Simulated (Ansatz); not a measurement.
PtW:
```yaml
crystal:
  lattice:
    - [2.71382, 0.00000, 0.00000]
    - [0.00000, 2.71382, 0.00000]
    - [0.00000, 0.00000, 4.09992]
  atoms:
    - { symbol: Pt, position: [0.00000, 0.00000, 0.00000] }
    - { symbol: W, position: [0.50000, 0.50000, 0.50000] }
```

Relaxed with PBEsol. Special points in fractions of this cell's reciprocal vectors: Γ (0.000, 0.000, 0.000); X (0.000, 0.500, 0.000); M (0.500, 0.500, 0.000); Z (0.000, 0.000, 0.500); R (0.000, 0.500, 0.500); A (0.500, 0.500, 0.500).

Question: List the band energies nearest the Fermi level at these points for plane-wave PAW PBEsol (Ansatz code).

Answer: In eV from the Fermi level; about four levels below and three above (degenerate sets whole), none deeper than 8.9 eV; … stands for higher levels left out; points with the same levels are listed once.

```
k                          below           above
-  -----------------------------  --------------
Γ  -3.63 -3.63 -3.25 -1.62 -1.10  0.86 3.24 3.24
X        -3.78 -3.41 -2.93 -2.59  0.32 1.60 2.06
M        -7.36 -6.97 -6.97 -0.05  0.13 2.10 2.10
Z        -2.91 -2.91 -1.57 -1.53     1.18 1.18 …
R        -3.38 -2.64 -1.00 -0.31  0.30 1.78 3.12
A        -3.36 -3.36 -3.26 -0.05  0.60 6.24 6.58
```

Space group P4/mmm (L1₀ or tetragonal B2). The start of the workflow was typed in or built on a structure type; neither database checked (COD, Materials Project) lists it. Its standing as an ambient phase is unchecked. The PBEsol relaxation kept the symmetry of its start; whether a distortion lowers the energy is not shown. No spin polarisation was allowed. Scalar-relativistic: spin–orbit coupling is off unless named, which matters more the heavier the elements.

Potentials: the earlier of the program's two PAW sets. The files were generated under PBE; for other functionals the program regenerates the frozen cores, and for LDA and PBEsol the local potential too.
